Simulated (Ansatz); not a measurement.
Each is relaxed and computed with the program Ansatz at the PBE level (PAW). Which is the only metal?
A. GeS2, anatase
B. HfO2, P6_3/mmc (Hf on 2c, O on 4f)
C. HfS2, CdI2 type
D. HfGe2, P4/mmm (Ge on 2f, Hf on 1b)

D, HfGe2, P4/mmm (Ge on 2f, Hf on 1b). HfGe2: metal; HfO2: gap 1.78 eV (indirect); HfS2: gap 1.25 eV (indirect); GeS2: gap 0.59 eV (indirect). Constructed cells (a structure type filled with these elements, in neither database checked): HfGe2, P4/mmm (Ge on 2f, Hf on 1b); HfO2, P6_3/mmc (Hf on 2c, O on 4f); GeS2, anatase. Not the usual ambient phase: HfO2, P6_3/mmc (Hf on 2c, O on 4f). Relaxed far from the usual cell of the phase: HfS2, CdI2 type. Weakly bound layers, chains or molecules computed without a dispersion correction, so cells and soft constants are ill determined: HfO2, P6_3/mmc (Hf on 2c, O on 4f); HfS2, CdI2 type. All cells were relaxed under the symmetry of their starts (and spin orders); stability against distortions was not tested throughout. Rows with no word on spin ran without spin polarisation. Spin–orbit coupling is left out wherever it is not named.

Potentials: the later of the program's two PAW sets.
